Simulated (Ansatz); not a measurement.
K3GeS3:
Space group C2/m (No. 12); a = 8.4780 Å, b = 12.0581 Å, c = 7.9347 Å, α = 90.00°, β = 116.22°, γ = 90.00°

```tsv
atom	site	symmetry	x	y	z
K	4i	m	0.2143	0.0000	0.6831
K	4e	-1	0.2500	0.2500	0.0000
K	4h	2	0.5000	0.1652	0.5000
Ge	4i	m	0.1202	0.0000	0.1576
S	8j	1	0.0982	0.1504	0.3051
S	4i	m	0.3740	0.0000	0.1389
```
(The calculation used a cell of 14 atoms; values per cell refer to that cell.)

Relaxed with LDA.

Problem. Which orbitals make up the states near the band edges in DFT-LDA in the program Ansatz with PAW potentials?

Solution. Top 1 eV of the valence band: S 3p 92 %. Bottom 1 eV of the conduction band: S 3p 36 %, Ge 4s 26 %, K 4s 12 %, S 3s 7 %, Ge 4p 7 %, outside the projected shells 11 %. Projections are on Löwdin-orthogonalised atomic valence shells; empty p or d shells of many metals are not among them.

Problem. Tabulate the density of states.

Solution. States/eV per cell of 14 atoms, in 0.25 eV bins, energy from the valence-band maximum.

```csv
E (eV),total,S 3p,Ge 4p,K 4s
-7.86,0.00,0.00,0.00,0.00
-7.61,6.95,1.25,0.77,0.12
-7.36,1.05,0.18,0.12,0.01
-7.11,0.00,0.00,0.00,0.00
-6.86,0.00,0.00,0.00,0.00
-6.61,0.00,0.00,0.00,0.00
-6.36,0.00,0.00,0.00,0.00
-6.11,6.62,2.53,0.17,0.11
-5.86,1.38,0.51,0.03,0.01
-5.61,0.00,0.00,0.00,0.00
-5.36,0.00,0.00,0.00,0.00
-5.11,0.00,0.00,0.00,0.00
-4.86,0.00,0.00,0.00,0.00
-4.61,0.00,0.00,0.00,0.00
-4.36,0.00,0.00,0.00,0.00
-4.11,0.00,0.00,0.00,0.00
-3.86,0.00,0.00,0.00,0.00
-3.61,5.99,3.56,1.87,0.21
-3.36,17.94,10.49,5.83,0.38
-3.11,4.05,2.88,0.79,0.16
-2.86,8.83,6.30,1.77,0.20
-2.61,3.20,2.26,0.67,0.04
-2.36,0.00,0.00,0.00,0.00
-2.11,0.00,0.00,0.00,0.00
-1.86,7.07,5.88,0.24,0.63
-1.61,14.73,12.82,0.37,0.93
-1.36,16.59,15.12,0.20,0.62
-1.11,16.88,15.89,0.12,0.25
-0.86,19.50,18.60,0.08,0.18
-0.61,12.66,12.07,0.10,0.10
-0.36,4.23,3.41,0.40,0.16
-0.11,4.35,3.35,0.54,0.12
0.14,0.00,0.00,0.00,0.00
0.39,0.00,0.00,0.00,0.00
0.64,0.00,0.00,0.00,0.00
0.89,0.00,0.00,0.00,0.00
1.14,0.00,0.00,0.00,0.00
1.39,0.00,0.00,0.00,0.00
1.64,0.00,0.00,0.00,0.00
1.89,0.00,0.00,0.00,0.00
2.14,0.00,0.00,0.00,0.00
2.39,0.03,0.01,0.00,0.00
2.64,2.75,1.09,0.06,0.29
2.89,4.96,1.97,0.20,0.48
3.14,0.81,0.25,0.09,0.13
3.39,3.20,0.80,0.62,0.54
3.64,7.66,1.55,2.07,1.27
3.89,10.29,2.13,3.16,1.24
4.14,7.27,1.23,1.78,1.38
4.39,11.99,1.44,1.96,3.28
4.64,9.87,0.98,1.28,2.45
4.89,9.92,0.83,0.94,2.59
5.14,10.80,0.82,0.94,2.58
5.39,10.00,0.68,0.99,1.98
5.64,11.26,0.67,1.06,1.55
5.89,12.12,0.64,0.88,1.65
6.14,13.08,0.68,1.04,1.63
6.39,11.02,0.51,0.71,1.29
6.64,13.22,0.66,0.74,1.53
6.89,11.56,0.51,0.62,1.10
7.14,13.50,0.45,0.63,1.01
```

The first step of the workflow began from a Materials Project structure, measured or hypothetical; the Crystallography Open Database copy checked does not list it. Whether it is the stable phase at ambient conditions was not checked. The LDA relaxation kept the symmetry of its start; whether a distortion lowers the energy is not shown. Spin–orbit coupling is left out wherever it is not named.

Potentials: the later of the program's two PAW sets.
